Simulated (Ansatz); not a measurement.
HfO2 (rutile, space group No. 136), the program Ansatz at the r²SCAN level (PAW), all energies at zero smearing, with the estimated change up to a 700 eV cutoff added, with one set of potentials and settings (totals compare only within such a set). Cell of 6 atoms (2 Hf, 4 O): -33752.641 eV.

```json
[
 {"element": "Hf", "reference phase": "P6_3/mmc, 2 atoms in the cell", "E (eV/atom)": "-15733.0631"},
 {"element": "O", "reference phase": "C2/m, 4 atoms in the cell, spin-polarised", "E (eV/atom)": "-566.0281"}
]
```

Formation energy per atom, worked out: (-33752.641 − 2×(-15733.0631) − 4×(-566.0281))/6 = -3.734 eV/atom (-360 kJ per mol of atoms), at 0 K, without zero-point energy or fitted corrections.

Space group P4_2/mnm (rutile). The first step of the workflow began from a Materials Project structure, measured or hypothetical; the Crystallography Open Database copy checked does not list it. It is not the phase usual at ambient conditions (space group No. 14, 29). The r²SCAN relaxation kept the symmetry of its start; its stability against distortions is not shown here. No spin polarisation was allowed. The references are the lowest solids computed at this level, not always the standard phases (solids in place of the gases). Scalar-relativistic: spin–orbit coupling is off unless named, which matters more the heavier the elements.

Potentials: the later of the program's two PAW sets.
